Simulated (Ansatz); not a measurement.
InPt₃C:
```
CELL_PARAMETERS angstrom
      4.19763     0.00000     0.00000
      0.00000     4.19763     0.00000
      0.00000     0.00000     4.19763
ATOMIC_POSITIONS crystal
  In 0.00000 0.00000 0.00000
  Pt 0.00000 0.50000 0.50000
  Pt 0.50000 0.00000 0.50000
  Pt 0.50000 0.50000 0.00000
  C  0.50000 0.50000 0.50000
```

Relaxed with PBEsol. Special points in fractions of this cell's reciprocal vectors: Γ (0.000, 0.000, 0.000); X (0.000, 0.500, 0.000); M (0.500, 0.500, 0.000); R (0.500, 0.500, 0.500).

### Question
List the band energies nearest the Fermi level at these points for DFT-PBEsol in the program Ansatz with PAW potentials.

### Answer
In eV from the Fermi level; about four levels below and three above (degenerate sets whole), none deeper than 8.9 eV; points with the same levels are listed once.

```json
[
 {"k": "Γ", "below": "-1.04 -0.98 -0.98 -0.98", "above": "1.40 1.40 1.40"},
 {"k": "X", "below": "-2.32 -0.97 -0.30 -0.30", "above": "1.12 2.96 3.58"},
 {"k": "M", "below": "-2.34 -1.57 -0.51 -0.51", "above": "0.94 2.15 4.82 4.82"},
 {"k": "R", "below": "-2.32 -2.32 -1.19 -1.19 -1.19", "above": "1.00 1.00 1.00"}
]
```

Space group Pm-3m (anti-perovskite). The start of the workflow was typed in or built on a structure type; neither database checked (COD, Materials Project) lists it. Its standing as an ambient phase is unchecked. The cell was relaxed with PBEsol under the symmetry of its start. At this level the phase is dynamically unstable (imaginary phonons). The run is not spin-polarised. Its formation energy is positive at this level, so the cell may be metastable or incomplete. Scalar-relativistic: spin–orbit coupling is off unless named, which matters more the heavier the elements.

Potentials: the later of the program's two PAW sets.
